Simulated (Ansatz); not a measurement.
ZrAs in space group P6_3/mmc (No. 194; Zr on 4f, As on 2a, As on 2d), PBE in the plane-wave PAW code Ansatz, all energies at zero smearing, with the estimated change up to a 700 eV cutoff added, with one set of potentials and settings (totals compare only within such a set). Cell of 8 atoms (4 Zr, 4 As): -36169.223 eV.

```
element                reference phase  E (eV/atom)
-------  -----------------------------  -----------
Zr       P6_3/mmc, 2 atoms in the cell   -4183.8362
As           R-3m, 2 atoms in the cell   -4856.1377
```

Formation energy per atom, worked out: (-36169.223 − 4×(-4183.8362) − 4×(-4856.1377))/8 = -1.166 eV/atom (-112 kJ per mol of atoms), at 0 K, without zero-point energy or fitted corrections.

The workflow started from a Materials Project entry (that database holds measured and hypothetical structures alike); the Crystallography Open Database files this formula in space group No. 194, but the cells were not matched. Whether it is the stable phase at ambient conditions was not checked. The PBE relaxation kept the symmetry of its start; whether a distortion lowers the energy is not shown. No spin polarisation was allowed. The references are the lowest solids computed at this level, not always the standard phases.

Potentials: the later of the program's two PAW sets.
